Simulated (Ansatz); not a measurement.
PbI₂ (CdI2 type)

```
PbI2
1.0
    4.55930     0.00000     0.00000
   -2.27965     3.94847     0.00000
    0.00000     0.00000     6.97268
Pb I
1 2
Cartesian
  0.00000   0.00000   0.00000
  0.00000   2.63231   1.88904
  2.27965   1.31616   5.08365
```

The slice is a (1 -1 0 0) plane (indices of the conventional cell) through the point (0.333, 0.667, 0.271) (fractional), spanned by u = [110] and v = [001] in vectors of this cell: u (4.56 Å) and v (6.97 Å, at 90° to u). It covers one period; positions are fractions (u, v).

Calculation: PBE-D3(BJ) (plane waves to 420 eV, PAW, scalar-relativistic; Ansatz, a first-principles code). k mesh 8×8×5. Near the nuclei the fields are pseudised (PAW); where an atom keeps semicore shells as valence, they peak there. PbI2 was relaxed with its symmetry unable to fall. Spin-orbit coupling is left out, though I and Pb are heavy. The PAW data are Ansatz's earlier set.

Three fields on this plane, each scaled to ten steps between its own extremes (0 low, 9 high; the total valence density on a logarithmic scale, the potential cut 8 eV below its top; x marks points blanked near nuclei; v = 0 in the bottom row):

Map A
```
|xxx98300389xx|
|xxx96200269xx|
|8897311113798|
|9873123321378|
|5421123321124|
|1100123321001|
|0000122221000|
|0001233332100|
|0002467764200|
|0013789987310|
|0014799997410|
|0003799997300|
|0001589985100|
|0000146641000|
|5410001100014|
|9984000000489|
|9999400004999|
|xxx98200289xx|
|xxx99400499xx|
|xxx99400499xx|
```

Map B
```
|xxx05788750xx|
|xxx16777761xx|
|0015655556510|
|4566542245665|
|8877531135778|
|8887531135788|
|8887643346788|
|9887654456788|
|9988754457889|
|9998753357899|
|9998753357899|
|9999865568999|
|9999877778999|
|9999998899999|
|8999999999999|
|5678999999876|
|0026899998620|
|xxx27999972xx|
|xxx06899860xx|
|xxx05899850xx|
```

Map C
```
|xxx20122102xx|
|xxx10233201xx|
|9720246642027|
|1101368863101|
|0012579975210|
|0013577775310|
|1123444444321|
|0112222222211|
|0001110011100|
|0000000000000|
|0000000000000|
|0000000000000|
|0000000000000|
|0000000000000|
|1100000000001|
|2210000000012|
|3321000000123|
|xxx10000001xx|
|xxx10000001xx|
|xxx20000002xx|
```

### Question
Assign the maps to these fields: density of the lowest conduction band (whole band as if filled, smooth part); electron localisation function (ELF); electrostatic potential energy of an electron, from the cell's mean.

### Answer
A is the electron localisation function (ELF); B is the electrostatic potential energy of an electron, from the cell's mean; C is the density of the lowest conduction band (whole band as if filled, smooth part).
